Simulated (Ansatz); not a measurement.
## Relaxing a structure of Mo

The start is a randomly generated symmetric cell of Mo (space group No. 63). Cell shape, volume and atoms are optimised at zero target pressure with PBE (plane waves to 420 eV, PAW, scalar-relativistic; Ansatz, a quantum-chemistry and plane-wave program). The first steps use a coarse 12×12×7 k-mesh.

Initial structure:
```
CELL_PARAMETERS angstrom
      1.37291    -5.24681     0.00000
      1.37291     5.24681     0.00000
      0.00000     0.00000     4.64590
ATOMIC_POSITIONS crystal
  Mo 0.25022 0.74978 0.25000
  Mo 0.74978 0.25022 0.75000
  Mo 0.98977 0.01023 0.25000
  Mo 0.01023 0.98977 0.75000
```

What is the largest force in the starting geometry, and on which atom (counted from 1)?

1.19 eV/Å, on Mo3, Mo4 (atoms numbered as listed).

How much energy is released per atom?

0.42 eV/atom.

How does the volume per atom move from start to end?

-1.3 %, from 16.73 to 16.51 Å³/atom.

How do the shortest distances between atoms change?

The closest pairs of elements (up to four, under 3.6 Å), start → end: Mo–Mo 2.33 → 2.57 Å.

What band gap does the relaxed structure have at this level?

No gap (metallic).

What does it relax into? Give the structure.


Space group Cmcm (No. 63); a = 2.5741 Å, b = 11.1976 Å, c = 4.5818 Å, α = β = γ = 90.00°

```json
[
 {"atom": "Mo", "site": "4c", "symmetry": "m2m", "x": "0.0000", "y": "0.2010", "z": "0.7500"},
 {"atom": "Mo", "site": "4c", "symmetry": "m2m", "x": "0.0000", "y": "0.0607", "z": "0.2500"}
]
```
(The calculation used a cell of 4 atoms; values per cell refer to that cell.)

The space group stays Cmcm (No. 63) (the run could not lower it), with 4 atoms in the primitive cell. Final values are on a 18×18×10 k-mesh of the relaxed cell. No spin polarisation in the result.

The run could not lose the symmetry of its start: the end is stationary, and may be a saddle point rather than a minimum.

The relaxed structure here is a generated cell of Mo: the first start was made by a random draw of sites in a space group, and the end was not matched to a known phase here, so it may be hypothetical. Known forms of Mo include space group No. 229.
